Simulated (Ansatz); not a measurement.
A plane-wave DFT run in Ansatz 0.2.0 (scalar-relativistic PAW potentials unless the input names others): input and command.

```yaml
crystal:
  lattice:
    - [-1.9601604493, 1.9601604493, 3.9237083937]
    - [1.9601604493, -1.9601604493, 3.9237083937]
    - [1.9601604493, 1.9601604493, -3.9237083937]
  atoms:
    - { symbol: Re, position: [0.75, 0.25, 0.5] }
    - { symbol: Re, position: [0.25, 0.75, 0.5] }
    - { symbol: Re, position: [0.5, 0.5, 0.0] }
    - { symbol: W, position: [0.0, 0.0, 0.0] }
basis:
  ecutwfc: 500
kpoints:
  mp_grid: { grid: [16, 16, 16] }
hamiltonian:
  xc: r2scan
scf:
  occupations: { method: gaussian, width: 0.1 }
  max_iter: 1
output:
  forces: true
  eigenvalues: true
  stress: true
```

```bash
ansatz run input.yaml --threads 1 --pin off --max-ram 2560MiB --backend cpu --events-out ev --progress --plain --runs-dir out
```

Abridged log:
```
Basis set: ecut = 500 eV, 1535 PW (Γ), exchange–correlation on 144×144×144 points (64 copies of the dense FFT grid, shifted against one another)
Bands: 36, of which v1, the nominal top of the filled ones, is band 30 counted from 1 (29 counted from 0)
Symmetry: 16 space group operations
k-points: 349 of 4096
SCF iter   1: F=—  HF=-43039.117161 eV  |F-HF|=—  |Δ(HF+E_count)|=         —  Δρ=1.00e-2  dr2=3.56e-2  dr2_τ=3.00e-1  ethr=1.77e-3  ⟨swp⟩=4.5  Hψ=106609  notcnv=0
```

Task: What is wrong with this input?

Result: The fault is too few SCF iterations (scf.max_iter: not typed → 1, the first being the value of the sound run). Setting it back cures it. The log, from which this was withheld above, says: «Error: did not converge after 1 iterations: tau_residual = 3.00e-1 (threshold 1.00e-7), under the density mixer `msr1`, which `scf.mixing.algorithm: auto` chose by the deck's other keys (type `scf.mixing.algorithm: msr1` to keep it); raise `scf.max_iter`, which need not help a stalled SCF, or adjust the mixing (`scf.mixing`) or, under a smearing, its width (`scf.occupations.width` …» The run stopped without converging. A reference run on usual settings, whose relaxation ended at this geometry, converged, and the end of its own relaxation has pressure 0.00 GPa, largest force 0.000 eV/Å, no gap on the mesh.

It took 27 s on 1 thread of Arm Neoverse V2, with other jobs on the host, peak memory 0.93 GiB.